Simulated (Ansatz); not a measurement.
SiC (zinc blende)

```xyz
2
Lattice="0.0000 2.1782 2.1782 2.1782 0.0000 2.1782 2.1782 2.1782 0.0000" Properties=species:S:1:pos:R:3 pbc="T T T"
C      1.0891     1.0891     1.0891
Si     0.0000     0.0000     0.0000
```

Grid over V/V₀ and (c/a)/(c/a)₀, subscript 0 meaning the relaxed cell; the conventional c axis lies along z; no internal relaxation.

All values below come from r2SCAN (plane waves to 500 eV, PAW, scalar-relativistic; Ansatz, a first-principles code). k mesh 13×13×13 (Γ-centred), Fermi-Dirac smearing 0.05 eV. Energies are smeared free energies. SiC was relaxed with its symmetry unable to fall.

Changes of ΔE (meV/atom) from the point V/V₀ = 1.000, (c/a)/(c/a)₀ = 1.000 when one coordinate moves alone (two changes are said to add if the coupling is within 5 % of the smaller one, nearly so within 20 %):

```tsv
point	change
V/V₀ = 1.000, (c/a)/(c/a)₀ = 0.920	37.27
V/V₀ = 1.000, (c/a)/(c/a)₀ = 0.947	16.74
V/V₀ = 1.000, (c/a)/(c/a)₀ = 0.973	4.23
V/V₀ = 0.960, (c/a)/(c/a)₀ = 1.000	12.53
V/V₀ = 0.973, (c/a)/(c/a)₀ = 1.000	5.45
V/V₀ = 0.987, (c/a)/(c/a)₀ = 1.000	1.33
V/V₀ = 1.013, (c/a)/(c/a)₀ = 1.000	1.27
V/V₀ = 1.027, (c/a)/(c/a)₀ = 1.000	4.99
V/V₀ = 1.040, (c/a)/(c/a)₀ = 1.000	11.00
V/V₀ = 1.000, (c/a)/(c/a)₀ = 1.027	4.31
V/V₀ = 1.000, (c/a)/(c/a)₀ = 1.053	17.41
V/V₀ = 1.000, (c/a)/(c/a)₀ = 1.080	39.47
```

Problem. What is the change at V/V₀ = 0.973, (c/a)/(c/a)₀ = 0.973, where both move, and how far is it from the sum?

Solution. The sum of the single changes is 5.45 + (4.23) = 9.68; the calculation gives 9.58, so they add (within 5 % of the smaller single change).

Problem. What is the change at V/V₀ = 0.987, (c/a)/(c/a)₀ = 1.027, where both move, and how far is it from the sum?

Solution. The sum of the single changes is 1.33 + (4.31) = 5.64; the calculation gives 5.61, so they add (within 5 % of the smaller single change).

Problem. Do the two effects add at V/V₀ = 0.960, (c/a)/(c/a)₀ = 0.920? Give the computed change.

Solution. The sum of the single changes is 12.53 + (37.27) = 49.80; the calculation gives 48.29, so the coupling contributes -1.51 (under 20 % of the smaller single change, nearly additive).

(A scan under strain: stresses follow from slopes of the energy per volume, elastic moduli from its curvatures.)
